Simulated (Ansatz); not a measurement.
# YGa6 squeezed and stretched

A database entry relaxed whole under r2SCAN (P4/nbm):

```yaml
crystal:
  lattice:
    - [5.93463, 0.00000, 0.00000]
    - [0.00000, 5.93463, 0.00000]
    - [0.00000, 0.00000, 7.50163]
  atoms:
    - { symbol: Y, position: [0.00000, 0.50000, 0.00000] }
    - { symbol: Y, position: [0.50000, 0.00000, 0.00000] }
    - { symbol: Ga, position: [0.00000, 0.00000, 0.16189] }
    - { symbol: Ga, position: [0.00000, 0.00000, 0.83811] }
    - { symbol: Ga, position: [0.50000, 0.50000, 0.83811] }
    - { symbol: Ga, position: [0.50000, 0.50000, 0.16189] }
    - { symbol: Ga, position: [0.68419, 0.18419, 0.35080] }
    - { symbol: Ga, position: [0.81581, 0.68419, 0.35080] }
    - { symbol: Ga, position: [0.31581, 0.81581, 0.35080] }
    - { symbol: Ga, position: [0.18419, 0.31581, 0.35080] }
    - { symbol: Ga, position: [0.68419, 0.81581, 0.64920] }
    - { symbol: Ga, position: [0.81581, 0.31581, 0.64920] }
    - { symbol: Ga, position: [0.31581, 0.18419, 0.64920] }
    - { symbol: Ga, position: [0.18419, 0.68419, 0.64920] }
```

The cell was scaled uniformly, its shape held, and the atoms relaxed at each volume with plane-wave PAW DFT (Ansatz 0.2.0; r2SCAN, 500 eV, 6×6×5 Γ-centred mesh, fermi-dirac occupations of width 0.100 eV; no spin, no spin-orbit coupling). One row is withheld.

| volume (Å³/atom) | energy over the lowest (meV/atom) | pressure (GPa) |
| --- | --- | --- |
| 17.740 | 17.5 | 5.25 |
| 18.117 | 7.5 | 3.29 |
| 18.494 | 1.8 | 1.55 |
| 18.872 | 0.0 | 0.00 |
| 19.249 | 1.6 | -1.37 |
| 19.627 | ? | ? |
| 20.004 | 13.6 | -3.66 |

Q: Fit the pressures of the other rows to the third-order Birch-Murnaghan form.

A: With f = [(V₀/V)^(2/3) − 1]/2 and P = 3B₀f(1 + 2f)^(5/2)[1 + 3(B₀′ − 4)f/2], least squares gives V₀ = 18.87 Å³ an atom, B₀ = 72.6 GPa and B₀′ = 5.0; the rows miss the fit by less than 0.01 GPa. The slope of the energies differs from these pressures by less than 0.05 GPa.

Q: What does the withheld row hold?

A: The fit gives -2.58 GPa at 19.627 Å³; the run gave -2.58 GPa and 6.3 meV an atom.

Caveats: the shape of the cell was held, so B₀ is an upper bound where the axes differ in stiffness; 0 K, fixed nuclei; the symmetry was kept, and this need not be the phase that is stable at 0 K; one mesh for all volumes; every run is gapless at this level; pressure is positive in compression.
